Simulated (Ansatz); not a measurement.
VBiO4:
```yaml
crystal:
  lattice:
    - [-2.56066, 2.56066, 5.81072]
    - [2.56066, -2.56066, 5.81072]
    - [2.56066, 2.56066, -5.81072]
  atoms:
    - { symbol: Bi, position: [0.75000, 0.25000, 0.50000] }
    - { symbol: Bi, position: [0.00000, 0.00000, 0.00000] }
    - { symbol: V, position: [0.25000, 0.75000, 0.50000] }
    - { symbol: V, position: [0.50000, 0.50000, 0.00000] }
    - { symbol: O, position: [0.07976, 0.96782, 0.39011] }
    - { symbol: O, position: [0.57771, 0.68965, 0.60989] }
    - { symbol: O, position: [0.71782, 0.82771, 0.38806] }
    - { symbol: O, position: [0.43965, 0.32976, 0.61194] }
    - { symbol: O, position: [0.67024, 0.28218, 0.10989] }
    - { symbol: O, position: [0.17229, 0.56035, 0.89011] }
    - { symbol: O, position: [0.03218, 0.42229, 0.11194] }
    - { symbol: O, position: [0.31035, 0.92024, 0.88806] }
```

Relaxed with r²SCAN. Special points in fractions of this cell's reciprocal vectors: Γ (0.000, 0.000, 0.000); X (0.000, 0.000, 0.500); P (0.250, 0.250, 0.250); N (0.000, 0.500, 0.000); M (0.500, 0.500, -0.500); S (0.299, 0.701, -0.299); S0 (-0.299, 0.299, 0.299); R (-0.097, 0.097, 0.500); G (0.500, 0.500, -0.097).

Q: List the band energies nearest the valence-band maximum at these points for r²SCAN in the plane-wave PAW code Ansatz.

A: In eV from the valence-band maximum; about four levels below and three above (degenerate sets whole), none deeper than 8.9 eV; points with the same levels are listed once.

```
k                    below                above
-  -----------------------  -------------------
Γ  -1.02 -0.80 -0.80 -0.55       2.69 3.16 3.39
X  -1.03 -1.03 -0.36 -0.36  3.07 3.07 3.33 3.33
P  -1.02 -1.02 -0.36 -0.36  3.06 3.06 3.32 3.32
N  -1.21 -1.08 -0.60 -0.17  2.45 2.89 3.31 3.31
M  -1.04 -1.04 -0.88 -0.88  3.22 3.22 3.30 3.30
S  -1.03 -1.03 -0.65 -0.39       2.56 2.87 3.32
R  -1.14 -0.99 -0.40 -0.39       2.86 3.14 3.35
```

Space group I4_1/a. The cell was relaxed with r²SCAN under the symmetry of its start. The workflow began spin-polarised and lost its moments. No Hubbard U is applied. Scalar-relativistic: spin–orbit coupling is off unless named, which matters more the heavier the elements.

Potentials: the later of the program's two PAW sets.
